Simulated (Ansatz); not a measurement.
Method: DFT PBE, scalar-relativistic, plane waves, PAW, and for the lanthanide a 4f-in-core norm-conserving potential, in Ansatz. Cutoff 690 eV, Γ-centred meshes of about 0.25 Å⁻¹ or finer for metals and 0.3 Å⁻¹ for insulators (2π included), Gaussian smearing. No spin polarisation.

All energies are static (0 K, no zero-point motion).

Compare these two cells of HoAuF4, each relaxed at this level.

1.

```
CELL_PARAMETERS angstrom
3.82153 0.00000 0.00000
0.00000 3.82153 0.00000
0.00000 0.00000 6.17655
ATOMIC_POSITIONS crystal
Ho 0.50000 0.50000 0.50000
Au 0.00000 0.00000 0.00000
F 0.50000 0.00000 0.70257
F 0.00000 0.50000 0.29743
F 0.50000 0.00000 0.29743
F 0.00000 0.50000 0.70257
```

2.

```
CELL_PARAMETERS angstrom
4.22379 0.00000 0.00000
0.00000 3.46536 0.00000
-0.48904 0.00000 9.18396
ATOMIC_POSITIONS crystal
Ho 0.50000 0.00000 0.50000
Au 0.50000 0.00000 0.00000
F 0.48427 0.50000 0.35560
F 0.51573 0.50000 0.64440
F 0.00000 0.00000 0.50000
F 0.00000 0.00000 0.00000
```

**Question.** Which form is favoured at zero pressure, and by what margin per atom?

**Answer.** Cell 2 is lower, by 42 meV/atom. Cell 1 has space group P4/mmm (No. 123), 15.0 Å³/atom and a gap of 0.90 eV on its mesh; cell 2 has space group P2/m (No. 10), 22.4 Å³/atom and a gap of 0.20 eV. Counting F atoms around Au and Ho (those within 1.25 times the shortest such distance or 1.15 times the sum of covalent radii, 1.27 where that leaves under three; the shortest distance is added where it exceeds 1.18 times the sum of covalent radii), cell 1 has Ho 8, Au 8 from 2.7 Å and cell 2 has Ho 6, Au 2. In cell 1, Ho has 8 F at 2.28 Å; Au is surrounded by 8 F at 2.65 Å; F is surrounded by 2 Ho at 2.28 Å, 1 F at 2.50 Å, 2 Au at 2.65 Å and 4 F at 2.70 Å. In cell 2, Ho has 6 F at 2.11–2.18 Å; Au has 2 F at 2.11 Å; around F on a site of symmetry m lie 2 Ho at 2.18 Å; 2 more sites not described. Both come from trial cells of a structure search, whose lowest cell (P-1, 25.3 Å³/atom) lies 103 meV/atom below the lower of the two.

Weakly bound directions are ill-defined at this level, which has no dispersion term (P2/m), and this can change margins and order among such cells. These runs have no spin–orbit coupling, which can matter for Au. Kohn–Sham gaps at this level usually fall short of measured ones. Small gaps are read on the mesh alone, and bands can cross between its points. Cells relaxed within their symmetry can be saddle points. Some candidate types were left out of the draw beforehand, so a known form may be missing.

The lanthanide is trivalent by construction, without f bands, f moments or other valences.
